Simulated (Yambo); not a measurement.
Yambo run on NaYS$_{2}$ (space group R-3m, No. 166). The wavefunctions are PBEsol (pw.x of Quantum ESPRESSO, ONCV potentials, without SOC) ones on a 4×4×4 mesh (16 occupied bands); a = 6.9641 Å, b = 6.9641 Å, c = 6.9641 Å, α = 32.83°, β = 32.83°, γ = 32.83°.

Yambo input:

```
rim_cut
gw0
dyson
el_el_corr
HF_and_locXC
cohsex
em1s
RandQpts= 1000000
RandGvec= 1 Ry
EXXRLvcs= 88 Ry
VXCRLvcs= 352 Ry
Chimod= "HARTREE"
% BndsRnXs
 3 | 130 |
%
NGsBlkXs= 7 Ry
% LongDrXs
 1.0 | 1.0 | 1.0 |
%
ExtendOut
% QPkrange
 1 | 1 | 16 | 16 |
 7 | 7 | 16 | 17 |
%
```

k points by index: 1 = Γ, 7 = F.

Resulting energies as the program prints them:

```
#    K-point    Band    Eo [eV]    E [eV]    E-Eo [eV]    Vxc [eV]    Vnlxc [eV]    Sc|Eo [eV]    Re(Z)    Im(Z)
#
    1    16    0.000000    -3.082225    -3.082225    -13.12356    -16.11123    -0.094552    1.000000    0.000000
    7    16    -0.832730    -3.962887    -3.130157    -12.68926    -16.03596    0.216540    1.000000    0.000000
    7    17    2.144858    1.535284    -0.609575    -10.63271    -6.126189    -5.116099    1.000000    0.000000
```
(The two width columns are left out.) Convergence of these settings isn't established.

Geometry relaxed with PBEsol.
